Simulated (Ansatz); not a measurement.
HfN:
```yaml
crystal:
  lattice:
    - [0.00000, 2.26275, 2.26275]
    - [2.26275, 0.00000, 2.26275]
    - [2.26275, 2.26275, 0.00000]
  atoms:
    - { symbol: N, position: [0.00000, 0.00000, 0.00000] }
    - { symbol: Hf, position: [0.50000, 0.50000, 0.50000] }
```

Relaxed with r²SCAN.

### Question
Map the electron localisation function on the plane through (0.000, 0.000, 0.000) spanned by u = [1, 0, 0] and v = [0, 1, -1] in lattice vectors, from DFT-r²SCAN in the program Ansatz with PAW potentials.

### Answer
x is the fraction of u, y of v (the angle between them is 90°; rows are the nearest grid lines); atoms in the plane: N at (0.00, 0.00), Hf at (0.50, 0.50).
```
| .#@@#=...=#@@#. |
|.=%@%*-...-*%@%=.|
|#%@@#-.   .-#@@%#|
|@@@#-..:::..-#@@@|
|@%#-..-***-..-#%@|
|#*-..=#@@@#=..-*#|
|=-..-#@@@@@#-..-=|
|.. :*@@@@@@@*: ..|
|.. :*@@@%@@@*: ..|
|.. :*@@@@@@@*: ..|
|=-..-#@@@@@#-..-=|
|#*-..=#@@@#=..-*#|
|@%#-..-***-..-#%@|
|@@@#-..:::..-#@@@|
|#%@@#-.   .-#@@%#|
|.=%@%*-...-*%@%=.|
| .#@@#=...=#@@#. |
```
Scale: ten equal steps from 0.034 (start of ' ') to 0.843 (end of '@'), in the order ' .:-=+*#%@'; x runs from 0.000 to 1.00, y from 0.000 (bottom) to 1.00 (top).

The density is the valence pseudo-density with augmentation charge, so density and ELF within about 1 Å of a nucleus are not all-electron values.

Space group Fm-3m (rock salt). The cell was relaxed with r²SCAN under the symmetry of its start. The run is not spin-polarised. Scalar-relativistic: spin–orbit coupling is off unless named, which matters more the heavier the elements.

Potentials: the later of the program's two PAW sets.
